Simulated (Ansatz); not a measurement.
Ansatz (a first-principles code) input:

Ansatz 0.2 input:
```yaml
crystal:
  lattice:
    - [3.155938069, 0.0, 0.0]
    - [0.0, 3.155938069, 0.0]
    - [0.0, 0.0, 4.4563136412]
  atoms:
    - { symbol: Ge, position: [0.5, 0.5, 0.5] }
    - { symbol: Si, position: [0.0, 0.0, 0.0] }
    - { symbol: C, position: [0.5, 0.0, 0.7637342674] }
    - { symbol: C, position: [0.0, 0.5, 0.2362657326] }
kpoints:
  mp_grid: { grid: [8, 8, 6] }
hamiltonian:
  xc: r2scan
  pseudopotentials: { kind: paw }
scf:
  occupations: { method: fixed }
output:
  optics: { e_range: [0.0, 15.0], de: 0.05, sigma: 0.1, bands: { spectra_wanted_up_to: 12 eV } }
```

Output (shortened):

```
output.optics: the spectra are integrated over the Brillouin zone by k·p interpolation around the k-points, where levels, occupations, output.optics.sigma and …
Pseudopotentials: kind: paw
Pseudopotential: Ge, paw, valence charge 14
Pseudopotential: Si, paw, valence charge 4
Pseudopotential: C, paw, valence charge 4
Functional definition: r2SCAN
Crystal: 4 atoms, lattice volume = 44.385 Å³
Basis set: ecut = 500 eV, 1125 PW (Γ), exchange–correlation on 96×96×144 points (64 copies of the dense FFT grid, shifted against one another)
Bands: 17, of which v1, the nominal top of the filled ones, is band 13 counted from 1 (12 counted from 0)
Symmetry: 8 space group operations
Space group: P-4m2 (ITA 115), of the structure as read, at distance tolerance 3.5e-5 Å
k-points: 60 of 384 (time reversal used)
PAW frozen core: Ge, regenerated for the run's functional
PAW frozen core: Si, regenerated for the run's functional
PAW frozen core: C, regenerated for the run's functional
Initial wavefunctions: pseudopotential atomic-orbital guess
Eigensolver: davidson
Functional: x = r2scan, c = r2scan; τ floored in thin density (d = 2e-4 eV/Å³)
SCF iter   1: F=—  HF=-5445.073689 eV  |F-HF|=—  |Δ(HF+E_count)|=         —  Δρ=6.96e-3  dr2=1.47e-2  dr2_τ=3.10e-1  ethr=1.77e-3  ⟨swp⟩=4.5  Hψ=4797  notcnv=0  defer=118
all-band conjugate gradients solve this SCF's bands
preconditioner: auto → none
SCF iter   2: F=—  HF=-5445.143165 eV  |F-HF|=—  |Δ(HF+E_count)|=   6.95e-2  Δρ=3.84e-3  dr2=5.48e-3  dr2_τ=2.38e-4  ethr=5.64e-5  ⟨swp⟩=2.9  Hψ=2474  notcnv=0  defer=120
SCF iter   3: F=—  HF=-5445.142331 eV  |F-HF|=—  |Δ(HF+E_count)|=   8.34e-4  Δρ=2.25e-3  dr2=9.58e-4  dr2_τ=3.15e-5  ethr=2.11e-5  ⟨swp⟩=2.0  Hψ=1819  notcnv=0  defer=120
SCF iter   4: F=—  HF=-5445.142460 eV  |F-HF|=—  |Δ(HF+E_count)|=   1.29e-4  Δρ=3.79e-4  dr2=3.51e-5  dr2_τ=6.01e-6  ethr=3.68e-6  ⟨swp⟩=3.0  Hψ=1700  notcnv=0  defer=120
SCF iter   5: F=—  HF=-5445.142444 eV  |F-HF|=—  |Δ(HF+E_count)|=   1.57e-5  Δρ=8.02e-5  dr2=3.50e-6  dr2_τ=6.84e-8  ethr=1.35e-7  ⟨swp⟩=2.0  Hψ=1800  notcnv=0  defer=1
SCF iter   6: F=—  HF=-5445.142446 eV  |F-HF|=—  |Δ(HF+E_count)|=   1.15e-6  Δρ=1.82e-5  dr2=5.78e-8  dr2_τ=2.57e-9  ethr=1.35e-8  ⟨swp⟩=2.0  Hψ=1783  notcnv=0
SCF iter   7: F=—  HF=-5445.142445 eV  |F-HF|=—  |Δ(HF+E_count)|=   3.53e-7  Δρ=2.58e-6  dr2=1.27e-9  dr2_τ=3.34e-11  ethr=2.22e-10  ⟨swp⟩=2.0  Hψ=1500  notcnv=0
SCF iter   8: F=—  HF=-5445.142445 eV  |F-HF|=—  |Δ(HF+E_count)|=   1.31e-9  Δρ=4.68e-7  dr2=1.12e-10  dr2_τ=7.37e-12  ethr=4.90e-12  ⟨swp⟩=2.0  Hψ=1498  notcnv=0
SCF iter  10: F=-5445.142445 eV  HF=-5445.142445 eV  |F-HF|=9.09e-13  |Δ(HF+E_count)|=  9.09e-13  Δρ=2.85e-8  dr2=3.49e-13  dr2_τ=4.58e-15  ethr=1.00e-12  ⟨swp⟩=2.0  Hψ=2041  notcnv=0
SCF 1 converged in 10 iterations: F = -5445.142445 eV  dr2 = 3.49e-13
NSCF: frozen V_eff on 60 k-points
Optics k sum: 0 of 60 k-points
Optics k sum: 3 of 60 k-points
Optics k sum: 6 of 60 k-points
Optics k sum: 9 of 60 k-points
Optics k sum: 12 of 60 k-points
Optics k sum: 15 of 60 k-points
Optics k sum: 18 of 60 k-points
Optics k sum: 21 of 60 k-points
Optics k sum: 24 of 60 k-points
Optics k sum: 27 of 60 k-points
Optics k sum: 30 of 60 k-points
Optics k sum: 33 of 60 k-points
Optics k sum: 36 of 60 k-points
Optics k sum: 39 of 60 k-points
Optics k sum: 42 of 60 k-points
Optics k sum: 45 of 60 k-points
Optics k sum: 48 of 60 k-points
Optics k sum: 51 of 60 k-points
Optics k sum: 54 of 60 k-points
Optics k sum: 57 of 60 k-points
Optics k sum: 60 of 60 k-points
Optics k sum: 0 of 60 k-points
Optics k sum: 3 of 60 k-points
Optics k sum: 6 of 60 k-points
Optics k sum: 9 of 60 k-points
Optics k sum: 12 of 60 k-points
Optics k sum: 15 of 60 k-points
Optics k sum: 18 of 60 k-points
Optics k sum: 21 of 60 k-points
Optics k sum: 24 of 60 k-points
Optics k sum: 27 of 60 k-points
Optics k sum: 30 of 60 k-points
Optics k sum: 33 of 60 k-points
Optics k sum: 36 of 60 k-points
Optics k sum: 39 of 60 k-points
Optics k sum: 42 of 60 k-points
Optics k sum: 45 of 60 k-points
Optics k sum: 48 of 60 k-points
Optics k sum: 51 of 60 k-points
Optics k sum: 54 of 60 k-points
Optics k sum: 57 of 60 k-points
Optics k sum: 60 of 60 k-points
output.optics: what the bands over the 28 summed would add to eps1, eps2 and the energy-loss function is held between a lower and an upper bound (6 Lanczos …
SCF converged after 10 iterations
Free energy (F): -5445.142445 eV
Harris-Foulkes:  -5445.142445 eV  (|F-HF|=9.09e-13)
Internal energy: -5445.142445 eV  (E = F + TS)
E sigma→0 (E₀):  -5445.142445 eV
Fermi energy:    10.382995 eV
--- Per-component energies (eV) ---
  E_band       = -78.581833
  E_kinetic    = 336.959444
  E_local      = -2639.160035  (includes V_loc(G=0)·N_el)
  E_nonlocal   = 499.638130
  E_hartree    = 1154.616835
  E_xc         = -218.265850
  E_vxc        = -252.274053  (∫ρ·V_xc dr)
  E_paw        = -2757.598026  (= ΣΔE_a)
  E_vpaw       = -345.590370  (= ΣTr[D̂ρ^β])
  E_aug_tail   = 0.000022  (compensation charges beyond the density's cutoff)
  E_vtau       = 12.611364  (kinetic-family band-sum trace: ∫τ·v_τ [+ j·A + Jᵃ·Aᵃ] dr)
  E_ewald      = -1820.121219
  E_core_change = -1.211746  (= ΣΔE_core)
  E_smearing   =  0.000000  (= −TS)
  E_closure    =  0.000000  (closes the sum)
  Σ components = -5445.142445   (vs F -5445.142445, Δ=0.00e0)
  [band-id]    e_kinetic+e_local+e_nonlocal+2·e_hartree+e_vxc+e_vpaw+e_augmentation_tail+e_vtau = -78.581827   (vs E_band -78.581833, Δ=6.13e-6)
--- Band table (eV; the first three rows and the last of 60) ---
  k-point 0: bands = ["-14.3031", "-14.2025", "-14.2025", "-14.1625", "-14.1381", "-5.9699", "-0.8285", "1.7879", "6.7362", "6.7362", "10.0629", "10.3830", "10.3830", "12.5365", "14.4863", "15.6588", "17.5520"]
  k-point 1: bands = ["-14.3031", "-14.2027", "-14.2027", "-14.1618", "-14.1381", "-5.7864", "-1.7474", "2.8593", "6.8978", "6.8978", "9.5473", "9.9961", "9.9961", "12.6391", "14.8082", "16.1746", "17.0528"]
  k-point 2: bands = ["-14.3033", "-14.2032", "-14.2032", "-14.1603", "-14.1380", "-5.2409", "-3.1372", "4.6644", "7.3603", "7.3603", "8.2638", "9.1465", "9.1465", "13.2658", "15.5571", "15.8512", "17.0209"]
  k-point 59: bands = ["-14.2437", "-14.2437", "-14.1889", "-14.1606", "-14.1212", "-0.6077", "-0.6077", "2.1233", "2.6089", "5.0609", "5.3712", "5.3956", "5.3956", "16.1801", "16.1801", "18.5278", "19.8610"]
  band table: 17 of 17 bands, residual norms ≤ 1.0e-3 eV
```

Cost: very roughly 40 core-seconds on shared cores.

The start of the workflow was typed in or built on a structure type; neither database checked (COD, Materials Project) lists it. Whether it is the stable phase at ambient conditions was not checked. The cell was relaxed with r²SCAN under the symmetry of its start; its stability against distortions is not shown here. Spin–orbit coupling is left out wherever it is not named.

Potentials: the later of the program's two PAW sets.

Ansatz is a plane-wave DFT program.
